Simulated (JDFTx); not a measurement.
An input for a modified build of JDFTx (Pt(110), CANDLE, water, 1 M NaF; bohr, hartree) and the course of its log:

```
lattice \
  7.4514735683 0.0000000000 0.0000000000 \
  0.0000000000 5.2689874820 0.0000000000 \
  0.0000000000 0.0000000000 40.8180842919
coords-type Lattice
ion Pt 0.0000000000 0.0000000000 -0.1290846340 0
ion Pt 0.5000000000 0.5000000000 -0.0645423170 0
ion Pt 0.0000000000 0.0000000000 0.0000000000 0
ion Pt 0.5000000000 0.5000000000 0.0645423170 0
ion Pt 0.0000000000 0.0000000000 0.1290846340 0
ion-species pseudo/pt_pbe_v1.4.upf
elec-cutoff 20 100
elec-ex-corr gga-PBE
coulomb-interaction Slab 001
coulomb-truncation-embed 0 0 0
kpoint-folding 6 8 1
elec-smearing Fermi 0.01
elec-n-bands 53
target-mu -0.165004
electronic-scf nIterations 100 energyDiffThreshold 1e-07
fluid LinearPCM
pcm-variant CANDLE
fluid-solvent H2O
fluid-cation Na+ 1
fluid-anion F- 1
fluid-minimize nIterations 400 knormThreshold 1e-11
wavefunction read f0.wfns
elec-initial-eigenvals f0.eigenvals
elec-initial-fillings read f0.fillings
fluid-initial-state f0.fluidState
dump-name f0_u0.$VAR
dump End State Ecomponents EigStats BandEigs Forces ElecDensity IonicPositions Fillings Kpoints Dtot FluidDebug BoundCharge FluidDensity
```

```
[one cycle in 5 is shown, and the last three; fluid-solver lines are left out]
	FillingsUpdate:  mu: -0.165004000  nElectrons: 82.897829
SCF: Cycle:  0   G: -429.878717114550454   dG: +1.639e+00   |Residual|: 2.145e-01   |deigs|: 3.856e-07
	FillingsUpdate:  mu: -0.165004000  nElectrons: 80.754112
SCF: Cycle:  5   G: -431.438544700957664   dG: -9.655e-03   |Residual|: 4.633e-02   |deigs|: 8.702e-04
	FillingsUpdate:  mu: -0.165004000  nElectrons: 80.906329
SCF: Cycle: 10   G: -431.387285265632670   dG: +5.078e-02   |Residual|: 6.189e-02   |deigs|: 3.588e-03
	FillingsUpdate:  mu: -0.165004000  nElectrons: 82.960991
SCF: Cycle: 15   G: -429.780043824001723   dG: -4.225e-01   |Residual|: 2.200e-01   |deigs|: 3.376e-03
	FillingsUpdate:  mu: -0.165004000  nElectrons: 82.239569
SCF: Cycle: 20   G: -430.549000844136287   dG: -1.082e-01   |Residual|: 1.578e-01   |deigs|: 1.177e-03
	FillingsUpdate:  mu: -0.165004000  nElectrons: 83.085110
SCF: Cycle: 25   G: -429.761785269699317   dG: +9.229e-01   |Residual|: 2.146e-01   |deigs|: 8.053e-03
	FillingsUpdate:  mu: -0.165004000  nElectrons: 82.885612
SCF: Cycle: 30   G: -429.914798791580495   dG: +1.691e-01   |Residual|: 2.051e-01   |deigs|: 2.334e-03
	FillingsUpdate:  mu: -0.165004000  nElectrons: 82.288193
SCF: Cycle: 35   G: -430.549119848486384   dG: +9.030e-02   |Residual|: 1.563e-01   |deigs|: 9.318e-04
	FillingsUpdate:  mu: -0.165004000  nElectrons: 80.418267
SCF: Cycle: 40   G: -431.517454485581197   dG: -9.752e-01   |Residual|: 1.545e-02   |deigs|: 1.124e-02
	FillingsUpdate:  mu: -0.165004000  nElectrons: 80.689616
SCF: Cycle: 45   G: -431.489487141562108   dG: -1.089e-01   |Residual|: 2.897e-02   |deigs|: 5.088e-03
	FillingsUpdate:  mu: -0.165004000  nElectrons: 80.921044
SCF: Cycle: 50   G: -431.440848761824725   dG: +3.320e-02   |Residual|: 4.662e-02   |deigs|: 7.353e-04
	FillingsUpdate:  mu: -0.165004000  nElectrons: 80.861732
SCF: Cycle: 55   G: -431.456888085173773   dG: -1.220e-01   |Residual|: 4.127e-02   |deigs|: 2.039e-03
	FillingsUpdate:  mu: -0.165004000  nElectrons: 80.489069
SCF: Cycle: 60   G: -431.516251209585278   dG: +4.850e-04   |Residual|: 1.097e-02   |deigs|: 4.837e-04
	FillingsUpdate:  mu: -0.165004000  nElectrons: 80.406396
SCF: Cycle: 65   G: -431.520483194349993   dG: -8.839e-04   |Residual|: 4.008e-03   |deigs|: 3.666e-04
	FillingsUpdate:  mu: -0.165004000  nElectrons: 80.388433
SCF: Cycle: 70   G: -431.520944911053107   dG: +3.029e-04   |Residual|: 2.633e-03   |deigs|: 2.776e-04
	FillingsUpdate:  mu: -0.165004000  nElectrons: 80.355189
SCF: Cycle: 75   G: -431.521301259167103   dG: +2.434e-08   |Residual|: 5.458e-05   |deigs|: 6.379e-05
	FillingsUpdate:  mu: -0.165004000  nElectrons: 80.357297
SCF: Cycle: 80   G: -431.521299282282371   dG: -1.678e-06   |Residual|: 2.198e-04   |deigs|: 6.766e-05
	FillingsUpdate:  mu: -0.165004000  nElectrons: 80.358806
SCF: Cycle: 85   G: -431.521296516607151   dG: +2.292e-06   |Residual|: 3.399e-04   |deigs|: 1.301e-05
	FillingsUpdate:  mu: -0.165004000  nElectrons: 80.355264
SCF: Cycle: 90   G: -431.521301136259012   dG: +6.392e-08   |Residual|: 7.423e-05   |deigs|: 2.837e-05
	FillingsUpdate:  mu: -0.165004000  nElectrons: 80.355291
SCF: Cycle: 95   G: -431.521301224670367   dG: +4.182e-08   |Residual|: 6.458e-05   |deigs|: 8.478e-06
	FillingsUpdate:  mu: -0.165004000  nElectrons: 80.355440
SCF: Cycle: 97   G: -431.521301047631198   dG: -2.051e-07   |Residual|: 8.605e-05   |deigs|: 9.431e-06
	FillingsUpdate:  mu: -0.165004000  nElectrons: 80.355910
SCF: Cycle: 98   G: -431.521300753563764   dG: +2.941e-07   |Residual|: 1.190e-04   |deigs|: 1.825e-05
	FillingsUpdate:  mu: -0.165004000  nElectrons: 80.355948
SCF: Cycle: 99   G: -431.521300721060811   dG: +3.250e-08   |Residual|: 1.220e-04   |deigs|: 3.011e-05
SCF: None of the convergence criteria satisfied after 100 iterations.
IonicMinimize: Iter:   0  G: -431.521300721060811  |grad|_K:  0.000e+00
IonicMinimize: Converged (|grad|_K<1.000000e-04).
```

This run gave no converged result. The loop ran out of cycles short of its threshold. It has stalled and not diverged: the last ten energies span 6e-07 Ha, so the total is near its end, but levels, forces and the electron count aren't shown converged.
